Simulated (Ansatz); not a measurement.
Property card for W$_{2}$C

W2C:
```
CELL_PARAMETERS angstrom
      3.06095     0.00000     0.00000
     -1.53048     2.65086     0.00000
      0.00000     0.00000     4.67901
ATOMIC_POSITIONS crystal
  C  0.00000 0.00000 0.00000
  W  0.33333 0.66667 0.25341
  W  0.66667 0.33333 0.74659
```

Space group P-3m1 (No. 164); conventional cell a = 3.0610 Å, b = 3.0610 Å, c = 4.6790 Å, α = 90.00°, β = 90.00°, γ = 120.00°.

Method: DFT-PBE in the program Ansatz with PAW potentials. Structure relaxed to zero pressure with the same functional. Other levels are named where they apply.

Cell and energy:

```
Item                                                          Result
-----------------------------------------------------  -------------
Volume per atom                                             12.66 Å³
Density                                                  16.61 g/cm³
Formation energy from the elements (no fitted shifts)  0.036 eV/atom
```

Electronic structure:

```
Item                                                                                             Result
---------------------------------------------------------  --------------------------------------------
Electronic character                                                                  metallic (no gap)
Density of states at the Fermi level                       0.46 states/eV per atom (mean over ±0.08 eV)
Gap with spin–orbit coupling                                                            none (metallic)
Z2 indices of the occupied bands with spin–orbit coupling                                       0;(000)
```

Mechanics:

```
Item                                                                                                       Value
--------------------------------------------  ------------------------------------------------------------------
Bulk modulus (Birch–Murnaghan fit)                                                                       310 GPa
Pressure derivative B′                                                                                       4.4
Elastic constants (relaxed ions, GPa)         C11 = 505, C12 = 156, C13 = 247, C14 = -27.2, C33 = 526, C44 = 162
Mechanical stability                                                      stable (all eigenvalues of C positive)
Hill bulk and shear moduli                                                                       313 and 156 GPa
Young's modulus                                                                                          400 GPa
Poisson's ratio                                                                                             0.29
Debye temperature from the elastic constants                                                               436 K
```

Phonons:

```
Property                                               Result
-------------------------------  ----------------------------
Highest zone-centre frequency                        624 cm⁻¹
Zone-centre stability                  no imaginary mode at Γ
Dynamical stability on the path  stable (no imaginary branch)
Zero-point energy                               55.9 meV/atom
Vibrational entropy at 300 K          26.4 J/(K·mol of atoms)
```

Charges:

```
Property                    Value
-------------  ------------------
Bader charges  C -1.62, W +0.81 e
```

The cell was relaxed with PBE under the symmetry of its start. The run is not spin-polarised. As this level gives no gap, shear constants depend on the k-mesh and smearing (Fermi–Dirac, 0.1 eV here). As this level gives no gap, phonon frequencies hold no LO–TO term and depend on the k-mesh and smearing (Fermi–Dirac, 0.1 eV here). The references are the lowest solids computed at this level, not always the standard phases. Scalar-relativistic: spin–orbit coupling is off unless named, which matters more the heavier the elements.

Potentials: the later of the program's two PAW sets.
